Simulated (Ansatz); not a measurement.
Values for one crystal, relaxed and computed with the program Ansatz at the r²SCAN level (PAW); other levels are named.

```yaml
volume_per_atom: 11.36 Å³
electronic_character: metallic (no gap)
Density of states at the Fermi level: 0.08 states/eV per atom (mean over ±0.08 eV)
Pressure derivative B′: 4.3
Formation energy from the elements (no fitted shifts): -1.35 eV/atom
Bulk modulus (Birch–Murnaghan fit): 325 GPa
```

Task: Which of these materials gives this?
A) TaF3, ReO3 type
B) TaN, P-62m (Ta on 1a, Ta on 2d, N on 3f)
C) BaTaS3, P6_3/mmc (Ba on 2d, S on 6h, Ta on 2a)
D) TaAs, I4_1md (Ta on 4a, As on 4a)

Result: B, TaN, P-62m (Ta on 1a, Ta on 2d, N on 3f)

The cell was relaxed with r²SCAN under the symmetry of its start. No spin polarisation was allowed. The references are the lowest solids computed at this level, not always the standard phases (solids in place of the gases). Scalar-relativistic: spin–orbit coupling is off unless named, which matters more the heavier the elements.

Potentials: the later of the program's two PAW sets.
